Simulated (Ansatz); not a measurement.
SnSe:
```
SnSe
1.0
    4.28892     0.00000     0.00000
   -2.14446     3.71431     0.00000
    0.00000     0.00000    10.48895
Sn Se
3 3
Cartesian
 -0.71505   1.23850   6.99264
  1.42941   2.47581   0.00000
  1.43010   0.00000   3.49632
 -0.71483   1.23813   1.74816
  1.42963   2.47619   5.24448
  1.42967   0.00000   8.74079
```

Relaxed with PBE. Special points in fractions of this cell's reciprocal vectors: Γ (0.000, 0.000, 0.000); M (0.500, 0.000, 0.000); K (0.333, 0.333, 0.000); A (0.000, 0.000, 0.500); L (0.500, 0.000, 0.500); H (0.333, 0.333, 0.500).

Problem. List the band energies nearest the Fermi level at these points for PBE (plane waves, PAW; program Ansatz).

Solution. In eV from the Fermi level; about four levels below and three above (degenerate sets whole), none deeper than 8.9 eV; points with the same levels are listed once.

| k | below | above |
|---|---|---|
| Γ | -2.18 -2.17 -2.17 -2.17 -0.78 -0.78 | 1.19 1.19 1.61 1.61 1.61 1.61 |
| M | -2.68 -2.68 -1.48 -1.48 | 1.39 1.39 2.11 2.11 |
| K | -2.93 -2.93 -2.93 -2.05 -2.05 -2.05 | 2.35 2.35 2.35 |
| A | -2.09 -2.09 -1.66 -1.66 -0.19 | 0.30 1.06 1.06 |
| L | -3.02 -3.02 -2.08 -2.08 -0.18 | 0.31 1.07 1.08 |
| H | -3.99 -3.99 -3.99 -1.02 -1.02 -1.02 | 1.06 1.06 1.06 |

Space group Fm-3m (rock salt). The start of the workflow was typed in or built on a structure type; the Crystallography Open Database files this formula in space group No. 225, but the cells were not matched. It is not the phase usual at ambient conditions (space group No. 62). The PBE relaxation kept the symmetry of its start; its stability against distortions is not shown here. Point labels and valley counts follow the cell and symmetry of the run, lower than the named group. The Fermi level of a semimetal is unsure by some 0.05 eV on such meshes. Scalar-relativistic: spin–orbit coupling is off unless named, which matters more the heavier the elements.

Potentials: the earlier of the program's two PAW sets.
